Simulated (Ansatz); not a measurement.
# Notes on ScSnTe

```
Sn Te Sc
1.0
     7.49146    0.00000    0.00000
     0.00000    4.89970    0.00000
     0.00000    0.00000    8.52161
Sn Te Sc
4 4 4
Direct
  0.21610 0.25000 0.59200
  0.28390 0.75000 0.09200
  0.71610 0.25000 0.90800
  0.78390 0.75000 0.40800
  0.80200 0.25000 0.56900
  0.69800 0.75000 0.06900
  0.30200 0.25000 0.93100
  0.19800 0.75000 0.43100
  0.53800 0.25000 0.28500
  0.96200 0.75000 0.78500
  0.03800 0.25000 0.21500
  0.46200 0.75000 0.71500
```

Method: r2SCAN, no spin polarisation; PAW, plane waves to 500 eV, 5×7×4 Γ-centred mesh, fermi-dirac occupations (width 0.1 eV) (Ansatz 0.2.0), atoms fixed.

Task: Where is the largest force?

Result: The largest is on Sn1 (and as large on other atoms): 0.80 eV/Å, components (0.62, 0.00, 0.50). It makes 110° with the line to a nearest neighbour, Te8 at 2.81 Å.

Task: What does the stress say?

Result: The pressure is 3.9 GPa (compression positive), so with the atoms held at these fractions the cell would first expand. The principal stresses -0.5, 3.8, 8.3 GPa differ, so its shape would change too.

Task: Which element gives electrons and which takes them?

Result: Bader charges in e: Sc +1.39, Sn -0.45, Te -0.95. In the mean Sc gives up most and Te takes most.

Task: What happens at the Fermi level?

Result: It is a metal, with about 8.9 states/eV a cell as the mean within 0.25 eV of the Fermi level, mostly Sc d (51 %), Sn p (22 %) and Te p (13 %).

Task: Describe some of the short contacts.

Result: Sn–Te at 2.81 Å: least valence density 0.33 e/Å³ and ELF 0.38 there. Te–Sc at 3.13 Å: least valence density 0.16 e/Å³ and ELF 0.13 there. Sn–Sc at 3.24 Å: least valence density 0.14 e/Å³ and ELF 0.17 there. Both are smooth PAW fields, read partly inside the augmentation spheres.

Origin: a known structure type with other elements, at an estimated volume, so it need not be a known compound.
